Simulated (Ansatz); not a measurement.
TaSbO4:
```cif
data_O16Sb4Ta4
_chemical_formula_sum 'Ta4 Sb4 O16'
_space_group_name_H-M_alt 'Pnna'
_space_group_IT_number 52
_space_group_name_Hall '-P 2a 2bc'
_cell_length_a 5.55992
_cell_length_b 11.88659
_cell_length_c 4.96928
_cell_angle_alpha 90.000
_cell_angle_beta 90.000
_cell_angle_gamma 90.000
loop_
_atom_site_label
_atom_site_type_symbol
_atom_site_symmetry_multiplicity
_atom_site_Wyckoff_symbol
_atom_site_fract_x
_atom_site_fract_y
_atom_site_fract_z
_atom_site_occupancy
Ta1 Ta 4 d 0.62362 0.25000 0.25000 1
Sb1 Sb 4 c 0.25000 0.00000 0.19588 1
O1 O 8 e 0.58076 0.09479 0.08345 1
O2 O 8 e 0.34876 0.30085 0.00756 1
```

Relaxed with r²SCAN.

Which orbitals make up the states near the band edges in r²SCAN in the plane-wave PAW code Ansatz?

Top 1 eV of the valence band: O 2p 72 %, Sb 5s 14 %, Sb 5p 9 %. Bottom 1 eV of the conduction band: Ta 5d 63 %, Sb 5p 20 %, O 2p 12 %. Projections are on Löwdin-orthogonalised atomic valence shells; empty p or d shells of many metals are not among them.

Tabulate the density of states.

States/eV per cell of 24 atoms, in 0.25 eV bins, energy from the valence-band maximum.

```tsv
E (eV)	total	O 2p	Ta 5d	Sb 5p
-7.85	4.43	2.09	0.19	0.03
-7.60	2.00	0.92	0.06	0.01
-7.35	0.52	0.23	0.01	0.00
-7.10	0.00	0.00	0.00	0.00
-6.85	0.00	0.00	0.00	0.00
-6.60	0.00	0.00	0.00	0.00
-6.35	0.94	0.65	0.13	0.14
-6.10	5.15	3.52	0.62	0.82
-5.85	15.76	10.76	2.17	2.01
-5.60	16.07	10.98	2.71	1.55
-5.35	12.72	8.84	2.01	1.16
-5.10	13.79	9.54	2.04	1.42
-4.85	11.34	7.94	1.72	1.09
-4.60	12.55	8.94	1.95	1.05
-4.35	14.80	10.71	2.31	0.99
-4.10	13.97	10.35	2.05	0.75
-3.85	18.36	13.93	2.54	0.82
-3.60	16.38	12.62	2.03	0.70
-3.35	16.04	12.69	1.80	0.63
-3.10	16.94	13.62	1.74	0.64
-2.85	17.63	14.39	1.54	0.70
-2.60	21.40	17.80	1.81	0.76
-2.35	19.67	16.92	1.25	0.61
-2.10	20.82	18.06	1.01	0.78
-1.85	18.99	16.73	0.72	0.62
-1.60	21.57	19.88	0.45	0.49
-1.35	21.66	20.10	0.60	0.33
-1.10	17.17	15.39	0.60	0.35
-0.85	12.85	9.68	0.49	0.93
-0.60	10.50	8.05	0.28	0.79
-0.35	11.98	8.20	0.31	1.32
-0.10	4.94	3.07	0.12	0.65
0.15	0.00	0.00	0.00	0.00
0.40	0.00	0.00	0.00	0.00
0.65	0.00	0.00	0.00	0.00
0.90	0.00	0.00	0.00	0.00
1.15	0.00	0.00	0.00	0.00
1.40	0.00	0.00	0.00	0.00
1.65	0.00	0.00	0.00	0.00
1.90	0.00	0.00	0.00	0.00
2.15	0.00	0.00	0.00	0.00
2.40	0.00	0.00	0.00	0.00
2.65	0.00	0.00	0.00	0.00
2.90	0.00	0.00	0.00	0.00
3.15	0.00	0.00	0.00	0.00
3.40	0.85	0.06	0.58	0.16
3.65	9.41	0.83	6.48	1.57
3.90	13.60	1.52	9.11	2.23
4.15	13.31	1.75	8.34	2.49
4.40	14.48	2.17	6.41	4.59
4.65	16.57	2.80	7.69	4.70
4.90	11.07	2.04	4.60	3.36
5.15	14.13	2.87	5.75	4.13
5.40	14.68	3.37	6.70	3.26
5.65	7.75	1.72	2.86	2.28
5.90	11.13	2.37	3.50	3.72
6.15	11.69	2.67	3.55	3.87
6.40	12.65	2.98	3.06	4.90
6.65	7.68	1.80	1.74	3.08
6.90	2.14	0.50	0.37	0.95
7.15	5.90	1.30	0.76	2.79
7.40	6.96	1.50	0.89	3.40
7.65	5.16	1.15	0.60	2.64
7.90	8.50	2.02	0.79	4.39
8.15	4.33	1.01	0.41	2.28
```

The first step of the workflow began from a Materials Project structure, measured or hypothetical; the Crystallography Open Database files this formula in space group No. 52, but the cells were not matched. Its standing as an ambient phase is unchecked. Symmetry was held in the r²SCAN relaxation; its stability against distortions is not shown here. No spin polarisation was allowed. Scalar-relativistic: spin–orbit coupling is off unless named, which matters more the heavier the elements.

Potentials: the later of the program's two PAW sets.
